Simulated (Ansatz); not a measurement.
## What DFT gives for B3N4

```yaml
crystal:
  lattice:
    - [3.35759, 5.81551, 0.00000]
    - [-3.35759, 5.81551, 0.00000]
    - [0.00000, 0.00000, 2.56759]
  atoms:
    - { symbol: N, position: [0.33330, 0.33340, 0.25000] }
    - { symbol: N, position: [0.66660, 0.66670, 0.75000] }
    - { symbol: N, position: [0.33370, 0.69860, 0.25000] }
    - { symbol: N, position: [0.30140, 0.03230, 0.75000] }
    - { symbol: N, position: [0.96770, 0.33370, 0.25000] }
    - { symbol: N, position: [0.66630, 0.30140, 0.75000] }
    - { symbol: N, position: [0.69860, 0.96770, 0.25000] }
    - { symbol: N, position: [0.03230, 0.66630, 0.75000] }
    - { symbol: B, position: [0.17730, 0.59040, 0.25000] }
    - { symbol: B, position: [0.40960, 0.76770, 0.75000] }
    - { symbol: B, position: [0.23230, 0.17730, 0.25000] }
    - { symbol: B, position: [0.82270, 0.40960, 0.75000] }
    - { symbol: B, position: [0.59040, 0.23230, 0.25000] }
    - { symbol: B, position: [0.76770, 0.82270, 0.75000] }
```

The numbers come from plane-wave PAW DFT (Ansatz): r2SCAN, no spin polarisation, 500 eV, 5×5×12 Γ-centred k points, fermi-dirac occupations (width 0.1 eV). Nothing was relaxed.

**Charges.** Bader charges in e: B +2.29, N -1.72. In the mean B gives up most and N takes most.
**Stress.** The pressure is -0.2 GPa (compression positive), so with the atoms held at these fractions the cell is close to zero pressure; the forces are large, so a full relaxation may end otherwise. The principal stresses -7.5, 3.4, 3.4 GPa differ, so its shape would change too.
**Formation energy.** -0.38 eV an atom against the elements' usual phases (free molecules for gases, crystals otherwise, with no correction for O₂ or N₂), so it is bound against them; other compounds may still compete. Relaxing would lower it.
**Electronic structure.** It is a metal, with about 7.6 states/eV a cell as the mean within 0.25 eV of the Fermi level, mostly N p (95 %).

Origin: a known structure type with other elements, at an estimated volume, so it need not be a known compound. Caveats: many states at the Fermi level without spin polarisation, so a magnetic state may lie lower.
